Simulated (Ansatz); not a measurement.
Data:

ZrNi:
```
ZrNi
1.0
    1.61547    -4.89439     0.00000
    1.61547     4.89439     0.00000
    0.00000     0.00000     3.97459
Zr Ni
2 2
Direct
  0.63867   0.36133   0.25000
  0.36133   0.63867   0.75000
  0.91703   0.08297   0.25000
  0.08297   0.91703   0.75000
```

This is the LDA-relaxed structure.

Q: All from plane-wave PAW LDA (Ansatz code), unless another level is named. Predict the density of states at the Fermi level.

A: 0.64 states/eV per atom (mean over ±0.08 eV).

Q: What about the formation energy from the elements (no fitted shifts)?

A: -0.49 eV/atom.

Space group Cmcm. The workflow started from a Materials Project entry (that database holds measured and hypothetical structures alike); the Crystallography Open Database files this formula in space group No. 63, but the cells were not matched. Its standing as an ambient phase is unchecked. The LDA relaxation kept the symmetry of its start; whether a distortion lowers the energy is not shown. The run is not spin-polarised. The references are the lowest solids computed at this level, not always the standard phases. Scalar-relativistic: spin–orbit coupling is off unless named, which matters more the heavier the elements.

Potentials: the later of the program's two PAW sets.
